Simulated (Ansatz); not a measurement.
GdN, one cell by several methods

```
CELL_PARAMETERS angstrom
0.00000 2.49179 2.49179
2.49179 0.00000 2.49179
2.49179 2.49179 0.00000
ATOMIC_POSITIONS crystal
Gd 0.00000 0.00000 0.00000
N 0.50000 0.50000 0.50000
```

Atom numbers follow the list: Gd1, N2.

The cell was built from the rocksalt type and relaxed in the same program, and has space group Fm-3m; it needn't be a known or the stable phase.

Semilocal functionals without a Hubbard term describe localised f shells poorly; where the shell is localised, the real material differs.

Other magnetic orders may lie lower; this is the state that the run reached.

No spin–orbit coupling, which matters for the heavy atoms here.

Methods: DFT, PBE, PAW with Ansatz's default frozen-core files, scalar-relativistic (Ansatz 0.2.0); DFT, PBE, all-electron PAW with datasets made for the crystal, scalar-relativistic (Ansatz 0.2.0); DFT, PBE, all-electron LAPW, scalar-relativistic (Ansatz 0.2.0).

For PAW: a Γ-centred 15×15×15 k mesh, Fermi–Dirac smearing of 0.05 eV, cutoff 420 eV, spin-polarised from start moments Gd1 7 μB. The crystal-made all-electron datasets (AE datasets) take a cutoff of 300 eV at this cell. LAPW targets a basis error of 0.25 meV/atom. The Ansatz runs share mesh, smearing and spin set-up. Plane-wave (PAW) pressures include the program's estimate of the Pulay term.

Stress and pressure are positive in compression.

Levels count from the Fermi level.

```
                              quantity     PAW  AE datasets    LAPW
                        pressure (GPa)    0.03         0.05    0.05
               moment of the cell (μB)   7.000        7.000   7.000
highest filled spin-up level at X (eV)  -0.267       -0.267  -0.267
  lowest empty spin-up level at X (eV)   6.405        6.404   6.404
highest filled spin-up level at W (eV)  -1.691       -1.692  -1.692
  lowest empty spin-up level at W (eV)   3.452        3.453   3.453
highest filled spin-up level at K (eV)  -1.391       -1.390  -1.390
  lowest empty spin-up level at K (eV)   1.902        1.902   1.902
```
